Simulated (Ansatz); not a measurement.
BeTe:
```xyz
2
Lattice="0.0000 2.8024 2.8024 2.8024 0.0000 2.8024 2.8024 2.8024 0.0000" Properties=species:S:1:pos:R:3 pbc="T T T"
Be     0.0000     0.0000     0.0000
Te     1.4012     1.4012     1.4012
```

Relaxed with PBEsol. Special points in fractions of this cell's reciprocal vectors: Γ (0.000, 0.000, 0.000); X (0.500, 0.000, 0.500); U (0.625, 0.250, 0.625); K (0.375, 0.375, 0.750); L (0.500, 0.500, 0.500); W (0.500, 0.250, 0.750).

List the band energies nearest the valence-band maximum at these points for DFT-PBEsol with spin–orbit coupling in the program Ansatz with PAW potentials.

In eV from the valence-band maximum; about four levels below and three above (degenerate sets whole), none deeper than 8.9 eV; points with the same levels are listed once.

```tsv
k	below	above
Γ	0.00 0.00 0.00 0.00	3.27 3.27 3.33 3.33 3.33 3.33
X	-3.21 -3.21 -2.80 -2.80	1.54 1.54 2.31 2.31
U	-4.44 -4.16 -2.58 -2.56	2.30 2.33 4.89
L	-1.72 -1.72 -1.21 -1.21	2.79 2.79 4.24 4.24
W	-4.38 -3.92 -3.58 -3.53	4.85 4.89 5.20
```

Space group F-43m (zinc blende). The cell was relaxed with PBEsol under the symmetry of its start.

Potentials: the earlier of the program's two PAW sets. The files were generated under PBE; for other functionals the program regenerates the frozen cores, and for LDA and PBEsol the local potential too.
